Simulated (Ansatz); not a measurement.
Ta:
```cif
data_Ta
_chemical_formula_sum 'Ta1'
_space_group_name_H-M_alt 'P 1'
_space_group_IT_number 1
_cell_length_a 2.81697
_cell_length_b 2.81697
_cell_length_c 2.81697
_cell_angle_alpha 109.471
_cell_angle_beta 109.471
_cell_angle_gamma 109.471
loop_
_space_group_symop_operation_xyz
  'x, y, z'
loop_
_atom_site_label
_atom_site_type_symbol
_atom_site_fract_x
_atom_site_fract_y
_atom_site_fract_z
_atom_site_occupancy
Ta1 Ta 0.00000 0.00000 0.00000 1
```

Relaxed with LDA.

Problem. Which orbitals make up the states near the Fermi level in the program Ansatz at the LDA level (PAW)?

Solution. Within 0.5 eV of the Fermi level: Ta 5d 85 %, Ta 6s 8 %. Projections are on Löwdin-orthogonalised atomic valence shells; empty p or d shells of many metals are not among them.

Problem. Tabulate the density of states.

Solution. States/eV per cell of 1 atom, in 0.25 eV bins, energy from the Fermi level.

```
E (eV)  total  Ta 5d  Ta 6s  Ta 5p
------  -----  -----  -----  -----
-7.85    0.02   0.00   0.02   0.00
-7.60    0.04   0.00   0.03   0.00
-7.35    0.05   0.00   0.04   0.00
-7.10    0.06   0.00   0.05   0.00
-6.85    0.07   0.00   0.06   0.00
-6.60    0.08   0.00   0.07   0.00
-6.35    0.09   0.00   0.08   0.00
-6.10    0.11   0.01   0.09   0.00
-5.85    0.12   0.01   0.10   0.00
-5.60    0.14   0.02   0.11   0.01
-5.35    0.16   0.03   0.12   0.01
-5.10    0.19   0.04   0.14   0.01
-4.85    0.24   0.07   0.16   0.01
-4.60    0.42   0.20   0.20   0.01
-4.35    0.62   0.37   0.22   0.01
-4.10    0.63   0.41   0.20   0.01
-3.85    0.72   0.51   0.18   0.01
-3.60    0.79   0.60   0.17   0.01
-3.35    0.89   0.71   0.15   0.02
-3.10    1.09   0.92   0.14   0.02
-2.85    1.03   0.89   0.11   0.02
-2.60    0.64   0.58   0.05   0.01
-2.35    0.42   0.38   0.02   0.01
-2.10    0.34   0.32   0.01   0.01
-1.85    0.45   0.42   0.01   0.01
-1.60    1.93   1.88   0.01   0.03
-1.35    1.83   1.77   0.02   0.03
-1.10    1.25   1.19   0.03   0.02
-0.85    1.16   1.07   0.05   0.02
-0.60    1.22   1.09   0.07   0.02
-0.35    1.85   1.58   0.16   0.03
-0.10    1.50   1.27   0.14   0.02
0.15     1.07   0.91   0.08   0.01
0.40     0.87   0.74   0.06   0.01
0.65     0.55   0.44   0.04   0.01
0.90     0.36   0.26   0.03   0.00
1.15     0.33   0.25   0.02   0.00
1.40     0.33   0.26   0.02   0.00
1.65     0.33   0.28   0.01   0.00
1.90     0.46   0.42   0.01   0.00
2.15     0.62   0.59   0.02   0.00
2.40     0.68   0.64   0.02   0.00
2.65     0.71   0.68   0.02   0.00
2.90     0.78   0.74   0.02   0.00
3.15     0.88   0.84   0.02   0.00
3.40     0.99   0.95   0.02   0.00
3.65     1.01   0.96   0.02   0.00
3.90     1.05   1.01   0.02   0.00
4.15     1.15   1.11   0.01   0.00
4.40     1.02   0.98   0.01   0.00
4.65     1.13   1.09   0.03   0.00
```

Space group Im-3m (bcc (W type)). The LDA relaxation kept the symmetry of its start. The run is not spin-polarised. Spin–orbit coupling is left out wherever it is not named.

Potentials: the later of the program's two PAW sets.
